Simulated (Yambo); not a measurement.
BSE-type run in Yambo on MgV2O6 (space group C2/m, No. 12), at zero momentum.

Quantum ESPRESSO step (PBEsol, PseudoDojo standard norm-conserving files, scalar-relativistic):
```
&CONTROL
  calculation = 'nscf'
  pseudo_dir = './pseudo'
  outdir = './out'
/
&SYSTEM
  ibrav = 0
  nat = 9
  ntyp = 3
  ecutwfc = 84.0
  ecutrho = 336.0
  occupations = 'fixed'
  force_symmorphic = .true.
  nbnd = 83
/
&ELECTRONS
  conv_thr = 9.000000000000001e-09
  diago_full_acc = .true.
  diago_thr_init = 1e-08
/
ATOMIC_SPECIES
O 15.9990 O.upf
Mg 24.3050 Mg.upf
V 50.9415 V.upf
CELL_PARAMETERS angstrom
  4.883665000000  -1.767655000000   0.000000000000
  4.883665000000   1.767655000000   0.000000000000
 -1.958525000000   0.000000000000   6.778188000000
ATOMIC_POSITIONS crystal
O   0.286940000000   0.286940000000   0.917390000000
O   0.713060000000   0.713060000000   0.082610000000
O   0.076180000000   0.076180000000   0.259560000000
O   0.923820000000   0.923820000000   0.740440000000
O   0.633130000000   0.633130000000   0.623140000000
O   0.366870000000   0.366870000000   0.376860000000
Mg   0.000000000000   0.000000000000   0.500000000000
V   0.778660000000   0.778660000000   0.823390000000
V   0.221340000000   0.221340000000   0.176610000000
K_POINTS automatic
6 6 2 0 0 0
```

Yambo input:
```
rim_cut
optics
bse
bss
dipoles
em1s
RandQpts= 1000000
RandGvec= 1 Ry
FFTGvecs= 40 Ry
Chimod= "HARTREE"
BSKmod= "SEX"
BSEmod= "resonant"
BSSmod= "hs"
BSENGexx= 15 Ry
BSENGBlk= 3 Ry
% KfnQP_E
 2.076 | 1.0 | 1.0 |
%
% BSEQptR
 1 | 1 |
%
% BSEBands
 19 | 47 |
%
% BEnRange
 0.0 | 10.7 | eV
%
% BDmRange
 0.15 | 0.15 | eV
%
BEnSteps= 214
% BLongDir
 1.0 | 0.0 | 0.0 |
%
BSHayTrs= -0.02
BSSNEig= 24
WRbsWF
% BndsRnXs
 4 | 79 |
%
NGsBlkXs= 3 Ry
% LongDrXs
 1.0 | 1.0 | 1.0 |
%
```

From the report:

The dimension is k points × valence × conduction bands = 72 × 18 × 11 = 14256.
```
  [SLEPC] Approach                          : Krylov-Schur
  [SLEPC] Number of requested eigenvalues   :  24
  [SLEPC] Number of eigenvalues        [NEV]:  24
   [K] Dimension                                    :  14256
   [K] Bands                                        :   19   47
   [K] Exchange res                                 : yes
   [K] Correlation res                              : no
   [K] W interaction is bare                        : no
   [K] RL vectors exchange                          :   761
```

Geometry of the Materials Project entry, not relaxed at this level.

The runs are not spin-polarised; magnetic order was not tried.
